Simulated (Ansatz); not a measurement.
One crystal and one scan (energy over volume and axial ratio) at two levels, PBE (plane waves to 420 eV, PAW, scalar-relativistic; Ansatz, a program for electronic structure) and r2SCAN (plane waves to 500 eV, PAW, scalar-relativistic; Ansatz), each from its own relaxed cell and on its own mesh.

The crystal is ZnS (wurtzite); volume and axial ratio are varied about the relaxed values (subscript 0).

The energy includes the smearing's −TS. ZnS was relaxed with its symmetry unable to fall. As the atoms are clamped, bonds stretch with the cell, which overstates energies and stresses. Both scans cover V/V₀ from 0.960 to 1.040 and (c/a)/(c/a)₀ from 0.920 to 1.080.

```json
[
 {"quantity": "Lattice constant a (Å)", "run 1": "3.806", "run 2": "3.845"},
 {"quantity": "Lattice constant c (Å)", "run 1": "6.245", "run 2": "6.306"},
 {"quantity": "Relaxed volume (Å³/atom)", "run 1": "19.59", "run 2": "20.18"},
 {"quantity": "Band gap of the relaxed cell, no spin-orbit coupling (eV)", "run 1": "2.78", "run 2": "2.08"},
 {"quantity": "Modulus against c/a change at fixed volume, (3/4V)·∂²E/∂(ln c/a)² (fit, atoms clamped) (GPa)", "run 1": "74", "run 2": "65"}
]
```

### Question
Which run is which level?

### Answer
Run 2 is PBE, run 1 is r2SCAN. PBE gives the higher value for: lattice constant a; lattice constant c; relaxed volume. PBE gives the lower value for: band gap of the relaxed cell, no spin-orbit coupling; modulus against c/a change at fixed volume.

(Under strain, the slope of the energy per volume gives the stress and its curvature an elastic modulus.)
